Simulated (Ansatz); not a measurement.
YMgAg: pressure against volume

A database entry relaxed whole under r2SCAN (P-62m):

```xyz
9
Lattice="7.7075 0.0000 0.0000 -3.8537 6.6748 0.0000 0.0000 0.0000 4.1105" Properties=species:S:1:pos:R:3 pbc="T T T"
Y     4.5244    0.0000    2.0553
Y     1.5915    2.7566    2.0553
Y    -2.2622    3.9183    2.0553
Mg    1.8928    0.0000    0.0000
Mg    2.9073    5.0357    0.0000
Mg   -0.9464    1.6392    0.0000
Ag    0.0000    4.4499    0.0000
Ag    3.8537    2.2249    0.0000
Ag    0.0000    0.0000    2.0553
```

The cell was scaled uniformly, its shape held, and the atoms relaxed at each volume with plane-wave PAW DFT (Ansatz 0.2.0; r2SCAN, 500 eV, 5×5×8 Γ-centred mesh, fermi-dirac occupations of width 0.100 eV; no spin, no spin-orbit coupling). One row is withheld.

```csv
volume (Å³/atom),energy over the lowest (meV/atom),pressure (GPa)
22.087,17.7,4.35
22.557,7.5,2.75
23.027,1.7,1.31
23.497,0.0,0.01
23.967,1.9,-1.17
24.437,?,?
24.906,15.2,-3.18
```

Question: Fit the pressures of the other rows to the third-order Birch-Murnaghan form.

Answer: With f = [(V₀/V)^(2/3) − 1]/2 and P = 3B₀f(1 + 2f)^(5/2)[1 + 3(B₀′ − 4)f/2], least squares gives V₀ = 23.50 Å³ an atom, B₀ = 61.6 GPa and B₀′ = 4.2; the rows miss the fit by less than 0.01 GPa. The slope of the energies differs from these pressures by 0.06 GPa, since they are taken to zero smearing while pressures follow the free energy.

Question: What does the withheld row hold?

Answer: The fit gives -2.22 GPa at 24.437 Å³; the run gave -2.22 GPa and 7.1 meV an atom.

Caveats: the shape of the cell was held, so B₀ is an upper bound where the axes differ in stiffness; 0 K, fixed nuclei; the symmetry was kept, and this need not be the phase that is stable at 0 K; one mesh for all volumes; every run is gapless at this level; pressure is positive in compression.
